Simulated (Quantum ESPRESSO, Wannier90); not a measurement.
HfGe2 (Cmcm), plane waves to Wannier functions

```xyz
6
Lattice="0.0000 0.0000 3.7528 -3.7861 0.0000 0.0000 1.8930 -7.4878 0.0000" Properties=species:S:1:pos:R:3 pbc="T T T"
Hf     0.0000    -1.5894    -0.9382
Hf     0.0000     1.5894     0.9382
Ge    -1.8930     0.8923    -0.9382
Ge     1.8930    -0.8923     0.9382
Ge    -1.8930     3.7417     0.9382
Ge     1.8930    -3.7417    -0.9382
```

Materials Project entry mp-13683; symmetrised, unrelaxed at this level. COD (Crystallography Open Database) has an entry of this formula and space group (matched by these alone). Method: PBEsol plane waves in Quantum ESPRESSO 7.5 (PseudoDojo norm-conserving files, 63 Ry, no spin polarisation, no spin-orbit coupling), Bloch states on a 4×6×6 mesh through Γ, Wannier90 4.0.1. Density: 8×8×8 mesh, cold smearing 0.01 Ry. Spin-orbit coupling is left out although heavy elements are present.

A tight-binding model is made by disentanglement and projection with no localisation steps (num_iter = 0), so the 34 orbitals stay atom-like: hydrogen-like Hf: s;p;d; Ge: s;p, axes along x, y, z; frozen window up to 1.50 eV relative to the Fermi level. It follows pw.x to 15 meV rms for states up to 1.0 eV relative to the Fermi level. Matrix elements depend on this choice of orbitals and windows.

The 20 largest hoppings ⟨m,0|H|n,R⟩ between different sites (one of each Hermitian pair; signs follow the real orbitals' lobes; the list may end inside a set of equal values):

```csv
m,n,R,distance of the centres (Å),t (eV)
Ge6 pz,Ge5 px,0 0 1,2.67,-1.781
Ge6 px,Ge5 pz,0 0 1,2.67,-1.781
Ge5 pz,Ge6 px,0 1 -1,2.67,1.781
Ge5 px,Ge6 pz,0 1 -1,2.67,1.781
Ge5 pz,Ge6 px,1 0 -1,2.67,1.781
Ge5 px,Ge6 pz,1 0 -1,2.67,1.781
Ge5 pz,Ge6 px,1 1 -1,2.67,-1.781
Ge5 px,Ge6 pz,1 1 -1,2.67,-1.781
Ge3 pz,Ge4 py,0 1 0,2.67,-1.734
Ge3 py,Ge4 pz,0 1 0,2.67,-1.734
Ge4 pz,Ge3 py,1 -1 0,2.67,1.734
Ge4 py,Ge3 pz,1 -1 0,2.67,1.734
Ge3 px,Hf2 pz,0 0 0,2.78,1.528
Ge4 px,Hf1 pz,0 0 0,2.78,1.528
Hf1 pz,Ge4 px,0 1 0,2.78,-1.528
Ge3 px,Hf2 pz,0 1 0,2.78,-1.528
Hf2 pz,Ge3 px,1 -1 0,2.78,1.528
Ge4 px,Hf1 pz,1 -1 0,2.78,1.528
Hf2 pz,Ge3 px,1 0 0,2.78,-1.528
Ge4 px,Hf1 pz,1 0 0,2.78,-1.528
```
